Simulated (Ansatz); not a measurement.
## Bi2Se3, one cell by several methods

```yaml
crystal:
  lattice:
    - [2.08522, 1.20390, 9.60855]
    - [-2.08522, 1.20390, 9.60855]
    - [0.00000, -2.40780, 9.60855]
  atoms:
    - { symbol: Bi, position: [0.40080, 0.40080, 0.40080] }
    - { symbol: Bi, position: [0.59920, 0.59920, 0.59920] }
    - { symbol: Se, position: [0.00000, 0.00000, 0.00000] }
    - { symbol: Se, position: [0.21170, 0.21170, 0.21170] }
    - { symbol: Se, position: [0.78830, 0.78830, 0.78830] }
```

Atoms are numbered in the order listed.

The cell is COD entry 9011965, as deposited and not checked against the literature; nothing was relaxed. The listed cell was then made from it by scaling, straining or moving an atom.

Spin–orbit coupling is left out, though it moves levels of the heavy atoms by tenths of an eV or more.

All numbers are computed: DFT, PBEsol, PAW with Ansatz's default frozen-core files, scalar-relativistic (Ansatz 0.2.0); DFT, PBEsol, all-electron LAPW, scalar-relativistic (Ansatz 0.2.0).

For PAW: a Γ-centred 6×6×6 k mesh, Fermi–Dirac smearing of 0.03 eV, cutoff 420 eV, no spin polarisation; the PAW files were made with PBE, and the program remakes their frozen cores for this functional. LAPW targets a basis error of 0.5 meV/atom. The Ansatz runs share mesh, smearing and spin set-up. Plane-wave (PAW) pressures include the program's estimate of the Pulay term.

Stress and pressure are positive in compression.

The change that made this cell: volume scaled by 1.02.

PAW results:

| quantity | PAW |
| --- | --- |
| pressure (GPa) | -1.53 |
| stress xx (GPa) | -1.55 |
| stress zz (GPa) | -1.48 |
| force on Bi1, z (eV/Å) | -0.119 |
| force on Se4, z (eV/Å) | 0.070 |
| band gap (eV) | 0.159 |

What does all-electron LAPW give for the same quantities?


```json
{"quantity": "pressure (GPa)", "LAPW": "-1.51"}
{"quantity": "stress xx (GPa)", "LAPW": "-1.54"}
{"quantity": "stress zz (GPa)", "LAPW": "-1.47"}
{"quantity": "force on Bi1, z (eV/Å)", "LAPW": "-0.120"}
{"quantity": "force on Se4, z (eV/Å)", "LAPW": "0.068"}
{"quantity": "band gap (eV)", "LAPW": "0.160"}
```
